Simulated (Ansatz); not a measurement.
ReW (CsCl type, space group No. 221) at seven volumes, plane-wave PAW PBE (Ansatz code), scaled uniformly. One row is withheld.

```
V (Å³/atom)  P (GPa)
-----------  -------
14.178         38.17
14.646         23.37
15.113         10.76
15.580          0.00
16.048             ?
16.515        -16.95
16.983        -23.55
```

Q: Fit the shown pressures and predict the withheld one.

A: Third-order Birch–Murnaghan: P = (3/2)B₀(x^(7/2) − x^(5/2))[1 + (3/4)(B′ − 4)(x − 1)] with x = (V₀/V)^(2/3). Least squares on the six rows gives V₀ = 15.581 Å³/atom, B₀ = 329.7 GPa, B′ = 4.33. At V = 16.048, x = 0.9805 and P = -9.13 GPa. The run itself gave -9.16 GPa.

Space group Pm-3m (CsCl type). The cell is a constructed one: a structure type filled with these elements; neither database checked (COD, Materials Project) lists it. Whether it is the stable phase at ambient conditions was not checked. The PBE relaxation kept the symmetry of its start; whether a distortion lowers the energy is not shown. The run is not spin-polarised. Scalar-relativistic: spin–orbit coupling is off unless named, which matters more the heavier the elements.

Potentials: the later of the program's two PAW sets.
